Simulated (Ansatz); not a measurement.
PbO-type BiP

Computed with Ansatz (plane waves, PAW, 420 eV cutoff): PBE, scalar-relativistic, no spin polarisation, Γ-centred 8×8×8 mesh, 0.05 eV Gaussian smearing. The datasets are Ansatz's generated set soft_2.

```xyz
4
Lattice="4.9288 0.0000 0.0000 0.0000 4.9288 0.0000 0.0000 0.0000 4.4067" Properties=species:S:1:pos:R:3 pbc="T T T"
Bi    2.4644    0.0000    1.3381
Bi    0.0000    2.4644    3.0686
P     0.0000    0.0000    0.0000
P     2.4644    2.4644    0.0000
```

This is a trial structure made by placing the elements on a prototype's sites, so it needn't be the stable form.

The cell is relaxed to zero pressure at this level.

The cell has space group P4/nmm (read at 0.01 Å). In it the stress is 0.00, 0.00, 0.01, 0.00, 0.00, 0.00 GPa and the largest force component 0.002 eV/Å. Each change below starts from this cell, without further relaxation. Stress is in GPa, positive in compression, in the order xx, yy, zz, yz, xz, xy; energies are counted from the cell above and are free energies with the smearing's entropy, which match forces and stress in a metal.

Problem. One atom was moved along a Cartesian axis, and these forces appeared. Which atom, and about how far?
| atom | Fx (eV/Å) | Fy | Fz |
| --- | --- | --- | --- |
| Bi1 | 0.000 | 0.000 | 0.198 |
| Bi2 | 0.000 | 0.000 | 0.184 |
| P3 | 0.000 | 0.000 | -0.004 |
| P4 | 0.000 | 0.000 | -0.378 |

Solution. Atom 4 (P) is moved by 0.08 Å along z; the energy changes by 15.1 meV per cell.

Problem. What happens when atom 4 (P) is moved by 0.12 Å along y?

Solution. The energy changes by 25.0 meV per cell, and the force on it along the shift is -0.436 eV/Å (−F/u = 3.64 eV/Å²). Stress: 0.00, 0.40, 0.07, 0.36, 0.00, 0.00.
```
atom  Fx (eV/Å)      Fy      Fz
 Bi1      0.000   0.302   0.046
 Bi2      0.000   0.084   0.025
  P3      0.000   0.050   0.006
  P4      0.000  -0.436  -0.077
```
In a harmonic crystal the energy would rise by −½F·u = ½ × 3.64 × 0.12² eV = 26.2 meV, close to the run's value; the rest is anharmonic or numerical.

Problem. What stress follows from an engineering strain of 2 % in zz, atoms carried along?

Solution. -0.68, -0.68, -0.98, 0.00, 0.00, 0.00 GPa; the energy changes by 6.6 meV per cell.
```
atom  Fx (eV/Å)     Fy      Fz
 Bi1      0.000  0.000  -0.155
 Bi2      0.000  0.000   0.155
  P3      0.000  0.000   0.000
  P4      0.000  0.000   0.000
```
The change of the stress over the strain gives a clamped-atom stiffness of about 50 GPa for this component, a secant value that lies under the elastic constant in tension and over it in compression, by several per cent for each per cent of strain.
In a harmonic crystal the energy would rise by V(½Cε² − σ₀ε), with σ₀ the stress of the unstrained cell, = 6.5 meV, which matches.

Problem. What stress follows from an engineering strain of 2 % in yy, atoms carried along?

Solution. -0.83, -2.30, -0.62, 0.00, 0.00, 0.00 GPa; the energy changes by 15.8 meV per cell.
```tsv
atom	Fx (eV/Å)	Fy	Fz
Bi1	0.000	0.000	-0.087
Bi2	0.000	0.000	0.087
P3	0.000	0.000	-0.174
P4	0.000	0.000	0.174
```
The change of the stress over the strain gives a clamped-atom stiffness of about 115 GPa for this component, a secant value that lies under the elastic constant in tension and over it in compression, by several per cent for each per cent of strain.
In a harmonic crystal the energy would rise by V(½Cε² − σ₀ε), with σ₀ the stress of the unstrained cell, = 15.4 meV, which matches.

Problem. All atoms and the cell are disturbed at random:
```xyz
4
Lattice="4.9496 -0.0072 0.0433 -0.0072 4.8982 0.0555 0.0387 0.0496 4.3638" Properties=species:S:1:pos:R:3 pbc="T T T"
Bi    2.4903   -0.0060    1.2300
Bi   -0.2536    2.5676    3.2483
P     0.3229   -0.0471   -0.0163
P     2.4215    2.4260    0.0006
```
Give the energy change, the stress and the forces.

Solution. 599.2 meV per cell; stress 10.09, 3.40, 4.15, 0.27, -0.08, 0.33 GPa.
```tsv
atom	Fx (eV/Å)	Fy	Fz
Bi1	1.056	-0.077	1.006
Bi2	1.543	-0.386	-1.201
P3	-1.578	0.363	-0.480
P4	-1.020	0.100	0.675
```

Problem. All atoms and the cell are disturbed at random:
```xyz
4
Lattice="4.9232 -0.0350 0.0591 -0.0350 4.9164 -0.0147 0.0529 -0.0132 4.4270" Properties=species:S:1:pos:R:3 pbc="T T T"
Bi    2.4734   -0.0268    1.3680
Bi    0.0460    2.4572    3.0905
P    -0.0279    0.0330    0.0071
P     2.4497    2.4048    0.0059
```
Give the energy change, the stress and the forces.

Solution. 10.3 meV per cell; stress 0.70, 0.06, 0.13, -0.02, -0.38, 0.07 GPa.
```
atom  Fx (eV/Å)      Fy      Fz
 Bi1     -0.115  -0.023   0.004
 Bi2     -0.029   0.008  -0.082
  P3      0.157  -0.099  -0.009
  P4     -0.014   0.114   0.087
```

These numbers lack spin–orbit coupling.
